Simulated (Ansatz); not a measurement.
Input:

FeB2:
```yaml
crystal:
  lattice:
    - [4.74148, 0.00000, 0.00000]
    - [0.00000, 4.73385, 0.00000]
    - [0.00000, 0.00000, 3.67196]
  atoms:
    - { symbol: Fe, position: [0.47927, 0.75000, 0.37573] }
    - { symbol: Fe, position: [0.52073, 0.25000, 0.62427] }
    - { symbol: Fe, position: [0.02073, 0.25000, 0.87573] }
    - { symbol: Fe, position: [0.97927, 0.75000, 0.12427] }
    - { symbol: B, position: [0.66301, 0.06839, 0.10744] }
    - { symbol: B, position: [0.33699, 0.93161, 0.89256] }
    - { symbol: B, position: [0.83699, 0.93161, 0.60744] }
    - { symbol: B, position: [0.16301, 0.06839, 0.39256] }
    - { symbol: B, position: [0.16301, 0.43161, 0.39256] }
    - { symbol: B, position: [0.83699, 0.56839, 0.60744] }
    - { symbol: B, position: [0.33699, 0.56839, 0.89256] }
    - { symbol: B, position: [0.66301, 0.43161, 0.10744] }
```

This is the LDA-relaxed structure. x, y and z are the axes in which the lattice vectors are written.

Task: All from plane-wave PAW LDA (Ansatz code), unless another level is named. Give the Hill bulk and shear moduli.

Result: 351 and 258 GPa.

Task: Next, the highest zone-centre frequency (without LO–TO term)?

Result: 957 cm⁻¹.

Task: Give the elastic constants (relaxed ions, GPa).

Result: C11 = 655, C22 = 795, C33 = 641, C12 = 210, C13 = 177, C23 = 153, C44 = 300, C55 = 231, C66 = 251.

Space group Pnma. The workflow started from a Materials Project entry (that database holds measured and hypothetical structures alike); the Crystallography Open Database copy checked does not list it. COD files the formula under space group No. 191, so this cell is another polymorph or a model. Whether it is the stable phase at ambient conditions was not checked. The cell was relaxed with LDA under the symmetry of its start; of distortions, only those at the zone centre were tested. The run is not spin-polarised.

Potentials: the later of the program's two PAW sets.
